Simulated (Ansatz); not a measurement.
Li2Al:
```
CELL_PARAMETERS angstrom
      2.31088    -4.81032     0.00000
      2.31088     4.81032     0.00000
      0.00000     0.00000     4.46387
ATOMIC_POSITIONS crystal
  Li 0.24084 0.75916 0.75000
  Li 0.75916 0.24084 0.25000
  Li 0.59061 0.40939 0.75000
  Li 0.40939 0.59061 0.25000
  Al 0.92520 0.07480 0.75000
  Al 0.07480 0.92520 0.25000
```

Relaxed with r²SCAN. Special points in fractions of this cell's reciprocal vectors: Γ (0.000, 0.000, 0.000); Y (-0.500, 0.500, 0.000); C0 (-0.308, 0.692, 0.000); Σ0 (0.308, 0.308, 0.000); Z (0.000, 0.000, 0.500); A0 (0.308, 0.308, 0.500); E0 (-0.308, 0.692, 0.500); T (-0.500, 0.500, 0.500); S (0.000, 0.500, 0.000); R (0.000, 0.500, 0.500).

Question: List the band energies nearest the Fermi level at these points for DFT-r²SCAN in the program Ansatz with PAW potentials.

Answer: In eV from the Fermi level; about four levels below and three above (degenerate sets whole), none deeper than 8.9 eV; points with the same levels are listed once.

| k | below | above |
|---|---|---|
| Γ | -1.94 -1.35 -0.89 -0.32 | 0.93 1.51 2.34 |
| Y | -7.02 -4.64 -1.44 -0.43 | 1.24 1.59 1.84 |
| C0 | -6.78 -3.83 -3.25 -0.05 | 0.97 1.10 2.06 |
| Z | -5.82 -5.82 -0.39 -0.39 | 1.38 1.38 1.51 1.51 |
| A0 | -2.08 -2.08 -1.72 -1.72 | 3.80 3.80 4.53 4.53 |
| T | -5.32 -5.32 -2.71 -2.71 | 0.47 0.47 3.01 3.01 |
| S | -3.83 -2.23 -1.28 -0.17 | 1.73 2.09 2.40 |
| R | -2.16 -2.16 -1.18 -1.18 | 2.04 2.04 6.05 6.05 |

Space group Cmcm. The first step of the workflow began from a Materials Project structure, measured or hypothetical; the Crystallography Open Database copy checked does not list it. With Li and Al taken as one species the cell has the higher symmetry Im-3m, so it may be an ordered model of a mixed-site phase. Its standing as an ambient phase is unchecked. The r²SCAN relaxation kept the symmetry of its start; whether a distortion lowers the energy is not shown.

Potentials: the later of the program's two PAW sets.
